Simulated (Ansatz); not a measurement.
Input:

Starting cell, Se (trigonal-Se type, space group P3_121):

```
CELL_PARAMETERS angstrom
      4.53455     0.00000     0.00000
     -2.26727     3.92703     0.00000
      0.00000     0.00000    10.08292
ATOMIC_POSITIONS crystal
  Se 0.21814 0.00000 0.41667
  Se 0.21814 0.00000 0.91667
  Se 0.00000 0.21814 0.08333
  Se 0.00000 0.21814 0.58333
  Se 0.78186 0.78186 0.25000
  Se 0.78186 0.78186 0.75000
```

A phonon eigenvector at A = (0.0, 0.0, 0.5) is frozen into this cell: atom i moves by Q times the vector below, so Q is the largest atomic displacement, in Å. The cell is held. (q is in reciprocal vectors of the primitive cell; the cell shown is doubled to hold the pattern.)

```
atom       x       y       z
----  ------  ------  ------
Se1    0.000   0.933  -0.360
Se2    0.000  -0.933   0.360
Se3   -0.808  -0.467  -0.360
Se4    0.808   0.467   0.360
Se5   -0.808   0.467   0.360
Se6    0.808  -0.467  -0.360
```

Calculation: PBE (plane waves to 420 eV, PAW, scalar-relativistic; Ansatz, a first-principles code). k mesh 8×8×4 (Γ-centred), Fermi-Dirac smearing 0.05 eV. Energies are smeared free energies. Se was relaxed with its symmetry unable to fall. ΔE is measured from the undisplaced structure.

The scan covers Q from -0.180 to 0.180 Å in 13 points.

### Question
Which space group does the distorted structure have?

### Answer
P3_221 (No. 154), lowered from P3_121.

### Question
Is this a single well or a double well?

### Answer
A single well with its minimum at or next to zero displacement.

### Question
What is the energy change at Q = 0.180 Å?

### Answer
139.3 meV/cell.

### Question
What harmonic wavenumber does the curvature at Q = 0 give?

### Answer
70 cm⁻¹.

(A displaced cell: forces are minus the slopes of the energy, force constants its curvatures, and phonons follow from these.)
